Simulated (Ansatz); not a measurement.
The relaxed structure here is a generated cell of Hf: the first start was made by placing the elements on the sites of a structure type, and the end was not matched to a known phase here, so it may be hypothetical. Known forms of Hf include space group No. 194.

A relaxed cell of Hf (Pm-3m (No. 221)), relaxed on a k-mesh at least as fine as the one used below. All values below come from r2SCAN (plane waves to 500 eV, PAW, scalar-relativistic; Ansatz, a program for electronic structure). Γ-centred k-mesh 6×11×11 on the run's cell (coarser than for final values), Fermi–Dirac smearing 0.05 eV.

```
CELL_PARAMETERS angstrom
      5.78878     0.00000     0.00000
      0.00000     2.89439     0.00000
      0.00000     0.00000     2.89439
ATOMIC_POSITIONS crystal
  Hf 0.25000 0.50000 0.50000
  Hf 0.75000 0.50000 0.50000
```

The atoms are displaced by (Å):

```json
[
 {"atom": "Hf1", "ux": "-0.053", "uy": "0.095", "uz": "-0.090"},
 {"atom": "Hf2", "ux": "-0.051", "uy": "-0.080", "uz": "-0.028"}
]
```

Question: What forces (eV/Å) and pressure result?

Answer: 
| atom | Fx | Fy | Fz |
|---|---|---|---|
| Hf1 | 0.01 | 0.33 | -0.11 |
| Hf2 | -0.01 | -0.33 | 0.11 |

Pressure +0.2 GPa.

The undisplaced cell is probably no minimum: from this displacement the run went on to Fm-3m (No. 225), 1.12 eV/atom below it.

No spin polarisation in the result.
